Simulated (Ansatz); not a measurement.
Bi2Te2PbS2: a ladder of calculations

Cell of run 1: a COD entry (perhaps calculated rather than measured).

```cif
data_Bi2Te2PbS2
_symmetry_space_group_name_H-M 'R-3m:H'
_symmetry_Int_Tables_number 166
_cell_length_a 4.2722
_cell_length_b 4.2722
_cell_length_c 80.7301
_cell_angle_alpha 90.000
_cell_angle_beta 90.000
_cell_angle_gamma 120.000
loop_
_atom_site_label
_atom_site_type_symbol
_atom_site_symmetry_multiplicity
_atom_site_Wyckoff_symbol
_atom_site_fract_x
_atom_site_fract_y
_atom_site_fract_z
Bi1 Bi 6 c 0.0000 0.0000 0.9362
Bi3 Bi 6 c 0.0000 0.0000 0.1452
Te5 Te 6 c 0.0000 0.0000 0.5807
Te7 Te 6 c 0.0000 0.0000 0.7898
Pb Pb 6 c 0.0000 0.0000 0.6455
S11 S 6 c 0.0000 0.0000 0.2912
S13 S 3 a 0.0000 0.0000 0.0000
S14 S 3 b 0.0000 0.0000 0.5000
```

One atom of each set is listed; the run and its k-mesh use a cell of 14 atoms with edges of 27.02, 27.02, 27.02 Å.

Relaxed positions (PBE, cell held):

Bi1 (0.0000, 0.0000, 0.9363)
Bi3 (0.0000, 0.0000, 0.1452)
Te5 (0.0000, 0.0000, 0.5808)
Te7 (0.0000, 0.0000, 0.7897)
Pb (0.0000, 0.0000, 0.6456)
S11 (0.0000, 0.0000, 0.2913)
S13 (0.0000, 0.0000, 0.0000)
S14 (0.0000, 0.0000, 0.5000)

All runs are DFT with Ansatz 0.2.0 (plane waves and PAW, scalar-relativistic unless spin–orbit coupling is named, Γ-centred meshes, Fermi–Dirac smearing where given) in this cell.

Run 1: PBE, atoms as given; 420 eV, 8×8×8 k-points, smearing 0.02 eV.
Run 2: r2SCAN, at the relaxed atoms; 500 eV, 8×8×8 k-points, smearing 0.02 eV.
Run 3: PBEsol, at the relaxed atoms; 420 eV, 8×8×8 k-points, smearing 0.02 eV.

Problem. What does each run give, and what moves the gradients most?

Solution. 

```csv
run,Bi3 V_zz (η),Te5 V_zz (η),Te7 V_zz (η),S13 V_zz (η),S14 V_zz (η)
1,-0.77 (0.00),0.48 (0.00),0.61 (0.00),-0.39 (0.00),0.30 (0.00)
2,-0.75 (0.00),-0.053 (0.00),0.26 (0.00),-0.45 (0.00),0.14 (0.00)
3,-0.66 (0.00),0.95 (0.00),1.30 (0.00),-0.41 (0.00),0.25 (0.00)
```

V_zz in 10²¹ V/m²; 5 of the 8 sets of like atoms are followed. Against run 1, the gradient tensors on these sites move by at most 0.53 in run 2 (Te5), 0.69 in run 3 (Te7).

Leaving out spin–orbit coupling shifts gradients on Bi by a few per cent in wide-gap crystals, and can shift them far more where the calculated gap is small or absent, as here. In runs 1, 2, 3 the gap is small for the k-mesh or the smearing, and small gradients can still move by 0.1 × 10²¹ V/m² or more. Run 1: The values hang on the deposited positions: relaxing the atoms moves V_zz on Te5 from 0.48 to 0.71, on Te7 from 0.61 to 1.04, on S11 from 0.068 to -0.006.
